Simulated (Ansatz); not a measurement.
Au:
```
Au
1.0
    0.00000     2.04082     2.04082
    2.04082     0.00000     2.04082
    2.04082     2.04082     0.00000
Au
1
Direct
  0.00000   0.00000   0.00000
```

Relaxed with PBEsol.

Problem. List the phonon frequencies at the special points (DFPT on a 5×5×5 q-mesh, Fourier-interpolated; plane-wave PAW PBEsol (Ansatz code)).

Solution. In cm⁻¹.

| q | frequencies |
|---|---|
| Γ | 0 0 0 |
| X | 86 86 149 |
| U | 77 108 132 |
| K | 77 108 132 |
| L | 60 60 154 |
| W | 83 118 118 |

Space group Fm-3m (fcc (Cu type)). The cell was relaxed with PBEsol under the symmetry of its start; phonons on a q-mesh show no instability. As this level gives no gap, phonon frequencies hold no LO–TO term and depend on the k-mesh and smearing (Fermi–Dirac, 0.1 eV here). Spin–orbit coupling is left out wherever it is not named.

Potentials: the earlier of the program's two PAW sets.
